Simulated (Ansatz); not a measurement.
Values for one crystal, relaxed and computed with r²SCAN in the plane-wave PAW code Ansatz; other levels are named.

| Item | Result |
|---|---|
| Volume per atom | 14.39 Å³ |
| Electronic character | metallic (no gap) |
| Formation energy from the elements (no fitted shifts) | -0.93 eV/atom |
| Density of states at the Fermi level | 0.22 states/eV per atom (mean over ±0.08 eV) |

Problem. Pick the material that matches.
A. YAl2, cubic Laves (MgCu2 type)
B. In3Pd2, La2O3 or Ni2Al3 type
C. AlPd, P2_13 (Al on 4a, Pd on 4a)
D. CdPd, L1₀ or tetragonal B2

Solution. C, AlPd, P2_13 (Al on 4a, Pd on 4a)

The workflow started from a Materials Project entry (that database holds measured and hypothetical structures alike); the Crystallography Open Database copy checked does not list it. With Al and Pd taken as one species the cell has the higher symmetry Pa-3, so it may be an ordered model of a mixed-site phase. Whether it is the stable phase at ambient conditions was not checked. Symmetry was held in the r²SCAN relaxation; its stability against distortions is not shown here. No spin polarisation was allowed. The references are the lowest solids computed at this level, not always the standard phases. Spin–orbit coupling is left out wherever it is not named.

Potentials: the later of the program's two PAW sets.
